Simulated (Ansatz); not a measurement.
TiPd:
```
TiPd
1.0
    4.52621     0.00000     0.00000
    0.00000     2.75843     0.00000
    0.00000     0.00000     4.83594
Ti Pd
2 2
Direct
  0.25000   0.00000   0.70133
  0.75000   0.00000   0.29867
  0.25000   0.50000   0.18650
  0.75000   0.50000   0.81350
```

Relaxed with PBEsol. Special points in fractions of this cell's reciprocal vectors: Γ (0.000, 0.000, 0.000); X (0.500, 0.000, 0.000); S (0.500, 0.500, 0.000); Y (0.000, 0.500, 0.000); Z (0.000, 0.000, 0.500); U (0.500, 0.000, 0.500); R (0.500, 0.500, 0.500); T (0.000, 0.500, 0.500).

Question: List the band energies nearest the Fermi level at these points for PBEsol (plane waves, PAW; program Ansatz).

Answer: In eV from the Fermi level; about four levels below and three above (degenerate sets whole), none deeper than 8.9 eV; points with the same levels are listed once.

```tsv
k	below	above
Γ	-1.83 -0.71 -0.24 -0.05	0.31 0.49 1.96
X	-2.30 -2.30 -0.68 -0.68	0.47 0.47 0.84 0.84
S	-0.68 -0.68 -0.58 -0.58	0.38 0.38 0.81 0.81
Y	-1.41 -1.28 -0.73 -0.01	0.34 0.86 1.48
Z	-2.31 -1.01 -0.44 -0.30	0.08 0.18 0.96
U	-1.53 -1.53 -0.74 -0.74	0.90 0.90 1.76 1.76
R	-4.05 -4.05 -2.07 -2.07	0.03 0.03 0.91 0.91
T	-2.71 -1.06 -0.40 -0.22	0.35 0.38 0.39
```

Space group Pmma. The first step of the workflow began from a Materials Project structure, measured or hypothetical; the Crystallography Open Database copy checked does not list it. COD files the formula under space group No. 221, so this cell is another polymorph or a model. With Ti and Pd taken as one species the cell has the higher symmetry Cmcm, so it may be an ordered model of a mixed-site phase. Its standing as an ambient phase is unchecked. The PBEsol relaxation kept the symmetry of its start. At this level the phase is mechanically unstable. The run is not spin-polarised. Spin–orbit coupling is left out wherever it is not named.

Potentials: the later of the program's two PAW sets.
